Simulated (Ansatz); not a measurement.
HfTe2:
```
CELL_PARAMETERS angstrom
      1.94273     1.12164     6.84552
     -1.94273     1.12164     6.84552
      0.00000    -2.24327     6.84552
ATOMIC_POSITIONS crystal
  Hf 0.00000 0.00000 0.00000
  Te 0.24573 0.24573 0.24573
  Te 0.75427 0.75427 0.75427
```

Relaxed with PBE+D3(BJ). Special points in fractions of this cell's reciprocal vectors: Γ (0.000, 0.000, 0.000); T (0.500, 0.500, 0.500); H2 (0.815, 0.185, 0.500); H0 (0.500, -0.185, 0.185); L (0.500, 0.000, 0.000); S0 (0.342, -0.342, 0.000); S2 (0.658, 0.000, 0.342); F (0.500, 0.000, 0.500).

**Question.** List the band energies nearest the Fermi level at these points for DFT-PBE+D3(BJ) in the program Ansatz with PAW potentials.

**Answer.** In eV from the Fermi level; about four levels below and three above (degenerate sets whole), none deeper than 8.9 eV; points with the same levels are listed once.

```json
[
 {"k": "Γ", "below": "-5.37 -1.94 -1.94 -0.04", "above": "0.62 0.62 0.76"},
 {"k": "T", "below": "-3.94 -2.64 -1.87 -1.87", "above": "0.37 0.37 1.04 1.04"},
 {"k": "H2", "below": "-3.47 -3.10 -2.16 -1.84", "above": "1.63 1.68 2.43"},
 {"k": "L", "below": "-3.26 -2.27 -1.99 -0.76", "above": "0.08 2.69 2.85"},
 {"k": "S0", "below": "-3.61 -3.04 -2.24 -1.86", "above": "1.55 1.91 2.31"},
 {"k": "F", "below": "-2.05 -1.72 -1.17 -0.31", "above": "2.69 2.72 3.01"}
]
```

Space group R-3m. The cell is a constructed one: a structure type filled with these elements; neither database checked (COD, Materials Project) lists it. Its standing as an ambient phase is unchecked. The PBE+D3(BJ) relaxation kept the symmetry of its start; its stability against distortions is not shown here. The run is not spin-polarised. Scalar-relativistic: spin–orbit coupling is off unless named, which matters more the heavier the elements.

Potentials: the later of the program's two PAW sets.
